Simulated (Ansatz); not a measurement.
TiSi2:
```xyz
6
Lattice="1.7636 -6.7610 0.0000 1.7636 6.7610 0.0000 0.0000 0.0000 3.5656" Properties=species:S:1:pos:R:3 pbc="T T T"
Ti     1.7636    -5.3657     2.6742
Ti     1.7636     5.3657     0.8914
Si     1.7636    -0.7884     2.6742
Si     1.7636     0.7884     0.8914
Si     1.7636     3.3837     2.6742
Si     1.7636    -3.3837     0.8914
```

This is the r²SCAN-relaxed structure.

Q: All from r²SCAN in the plane-wave PAW code Ansatz, unless another level is named. Predict the electronic character.

A: metallic (no gap).

Q: Give the density of states at the Fermi level.

A: 0.22 states/eV per atom (mean over ±0.08 eV).

Q: Next, the formation energy from the elements (no fitted shifts)?

A: -0.54 eV/atom.

Space group Cmcm. Symmetry was held in the r²SCAN relaxation. No spin polarisation was allowed. The references are the lowest solids computed at this level, not always the standard phases.

Potentials: the earlier of the program's two PAW sets.
